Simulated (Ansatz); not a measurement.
Values for one crystal, relaxed and computed with HSE06 in the plane-wave PAW code Ansatz; other levels are named.

```yaml
volume_per_atom: 12.36 Å³
electronic_character: metallic (no gap)
Bulk modulus (Birch–Murnaghan fit): 207 GPa
Pressure derivative B′: 4.4
```

### Question
Pick the material that matches.
A) FeO, rock salt
B) SrMoO3, cubic perovskite
C) HgO, zinc blende
D) TiGe, rock salt

### Answer
B, SrMoO3, cubic perovskite

Space group Pm-3m (cubic perovskite). The first step of the workflow began from a Materials Project structure, measured or hypothetical; the Crystallography Open Database copy checked does not list it. Its standing as an ambient phase is unchecked. Symmetry was held in the HSE06 relaxation; whether a distortion lowers the energy is not shown. The workflow began spin-polarised and lost its moments. The hybrid run found no gap, on a coarse k-mesh. Scalar-relativistic: spin–orbit coupling is off unless named, which matters more the heavier the elements.

Potentials: the later of the program's two PAW sets.
